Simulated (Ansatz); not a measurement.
Consider the following.

Rh:
```yaml
crystal:
  lattice:
    - [2.67552, 0.00000, 0.00000]
    - [-1.33776, 2.31707, 0.00000]
    - [0.00000, 0.00000, 8.72702]
  atoms:
    - { symbol: Rh, position: [0.00000, 0.00000, 0.00000] }
    - { symbol: Rh, position: [0.00000, 0.00000, 0.50000] }
    - { symbol: Rh, position: [0.33333, 0.66667, 0.25000] }
    - { symbol: Rh, position: [0.66667, 0.33333, 0.75000] }
```

This is the PBEsol-relaxed structure. x, y and z are the axes in which the lattice vectors are written.

Q: All from DFT-PBEsol in the program Ansatz with PAW potentials, unless another level is named. Estimate the Young's modulus.

A: 387 GPa.

Q: Predict the elastic constants (relaxed ions, GPa).

A: C11 = 520, C12 = 188, C13 = 172, C33 = 543, C44 = 124.

Space group P6_3/mmc (dhcp (α-La type)). The first step of the workflow began from a Materials Project structure, measured or hypothetical; the Crystallography Open Database copy checked does not list it. It is not the phase usual at ambient conditions (space group No. 225). The cell was relaxed with PBEsol under the symmetry of its start; its stability against distortions is not shown here. The run is not spin-polarised. As this level gives no gap, shear constants depend on the k-mesh and smearing (Fermi–Dirac, 0.1 eV here). On the denser mesh and wider smearing of the elastic run this cell carries a stress of 0.4 GPa.

Potentials: the later of the program's two PAW sets.
